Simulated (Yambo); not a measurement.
Material: KI (rock salt, space group Fm-3m, No. 225); a = b = c = 4.9526 Å, α = β = γ = 60.00° (2 atoms in the cell). Cell and atoms were relaxed with PBEsol from Materials Project entry mp-22898, within its symmetry.

With PBEsol (Quantum ESPRESSO, PseudoDojo norm-conserving, 74 Ry, with spin-orbit coupling), the gap between the mesh's edge points (Γ → Γ) is 3.544 eV.

Q: By how much does one-shot G0W0 (Yambo; 4×4×4 Γ-centred k mesh, 176 bands and a 6 Ry block in the screening, 176 bands in G with the Bruneval-Gonze terminator, plasmon pole fitted at 27.2 eV) open this gap, and what gap results?

A: The correction is 2.143 eV, giving 5.687 eV, 1.6 times the PBEsol value.  Nearest settings tried, and what they do to the gap: 110 bands in G: -0 meV; 80 bands in W: -37 meV; 3 Ry block (65 vectors against 169): -213 meV; 2×2×2 mesh: -128 meV. So the settings aren't converged at that level.
